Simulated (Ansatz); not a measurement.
# CdH6 (R-3) at 2 levels of theory

One geometry, relaxed with PBE; plane waves with PAW potentials in Ansatz, scalar-relativistic. No spin polarisation. Gaps are the least over mesh and band path; pressure is positive in compression.

Space group R-3:H (No. 148). a = 6.543 Å, b = 6.543 Å, c = 20.518 Å, α = 90.00°, β = 90.00°, γ = 120.00°
```csv
atom,site,symmetry,x,y,z
Cd,3a,-3.,0.0000,0.0000,0.0000
H,18f,1,0.8289,0.6378,0.1828
```

| level | cutoff (eV) | k mesh | gap (eV) | pressure (GPa) |
| --- | --- | --- | --- | --- |
| PBE | 420 | 6×6×6 | 3.55 | 0.0 |

**Question.** What comes out on the same cell with r2SCAN?

**Answer.**
```csv
level,cutoff (eV),k mesh,gap (eV),pressure (GPa)
r2SCAN,500,6×6×6,3.93,-0.1
```

The cell holds layers, chains or molecules and no dispersion correction was added, so their binding is poorly described.

It was reached by relaxing an invented guess, and it needn't be the stable form of this composition.
